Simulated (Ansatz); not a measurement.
SrO (rock salt, Fm-3m) under volume change, LDA in the plane-wave PAW code Ansatz, scaled uniformly.

```csv
V (Å³/atom),E − E(relaxed) (meV/atom),P (GPa)
14.778,50.9,12.17
15.265,21.3,7.42
15.752,5.0,3.40
16.239,0.0,0.00
16.726,4.5,-2.89
17.213,17.1,-5.33
17.701,36.6,-7.40
```

Problem. What does a third-order Birch–Murnaghan fit give for V₀, B₀ and B′?

Solution. V₀ = 16.24 Å³/atom, B₀ = 104 GPa, B′ = 4.5.

The cell was relaxed with LDA under the symmetry of its start; phonons on a q-mesh show no instability.

Potentials: the earlier of the program's two PAW sets.
